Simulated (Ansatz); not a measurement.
HfGe:
```xyz
2
Lattice="3.3522 0.0000 0.0000 0.0000 3.3522 0.0000 0.0000 0.0000 3.3522" Properties=species:S:1:pos:R:3 pbc="T T T"
Hf     0.0000     0.0000     0.0000
Ge     1.6761     1.6761     1.6761
```

Relaxed with PBE. Special points in fractions of this cell's reciprocal vectors: Γ (0.000, 0.000, 0.000); X (0.000, 0.500, 0.000); M (0.500, 0.500, 0.000); R (0.500, 0.500, 0.500).

Task: List the band energies nearest the Fermi level at these points for PBE (plane waves, PAW; program Ansatz).

Result: In eV from the Fermi level; about four levels below and three above (degenerate sets whole), none deeper than 8.9 eV; points with the same levels are listed once.

```tsv
k	below	above
Γ	-1.48 -1.48	1.91 1.91 1.91
X	-6.37 -0.58 -0.45 -0.45	3.91 5.07 6.57
M	-8.38 -2.96 -2.96 -1.84	1.65 1.65 4.07
R	-5.73 -4.33 -4.33 -4.33	3.71 3.71 3.71
```

Space group Pm-3m (CsCl type). The cell is a constructed one: a structure type filled with these elements; neither database checked (COD, Materials Project) lists it. Whether it is the stable phase at ambient conditions was not checked. The cell was relaxed with PBE under the symmetry of its start; its stability against distortions is not shown here. The run is not spin-polarised. Scalar-relativistic: spin–orbit coupling is off unless named, which matters more the heavier the elements.

Potentials: the later of the program's two PAW sets.
